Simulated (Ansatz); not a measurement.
Values for one crystal, relaxed and computed with LDA in the plane-wave PAW code Ansatz; other levels are named.

```yaml
volume_per_atom: 20.40 Å³
band_gap: 1.20 eV (direct)
mechanical_stability: stable (all eigenvalues of C positive)
debye_temperature_from_the_elastic_constants: 392 K
Bulk modulus (Birch–Murnaghan fit): 87.8 GPa
Elastic constants (relaxed ions, GPa): C11 = 131, C12 = 66.0, C13 = 70.6, C33 = 117, C44 = 57.0, C66 = 56.2
Electronic dielectric constant ε∞ (DFPT): 11.3 (xx = yy), 11.0 (zz)
```

Task: Pick the material that matches.
(A) Cd2TeSe, P-4m2 (Cd on 2g, Te on 1d, Se on 1b)
(B) SnPS3, R-3 (Sn on 6c, P on 6c, S on 18f)
(C) FeSi, P2_13 (Fe on 4a, Si on 4a)
(D) CdSiP2, chalcopyrite

Result: D, CdSiP2, chalcopyrite

Space group I-42d (chalcopyrite). The cell was relaxed with LDA under the symmetry of its start. Scalar-relativistic: spin–orbit coupling is off unless named, which matters more the heavier the elements.

Potentials: the later of the program's two PAW sets.
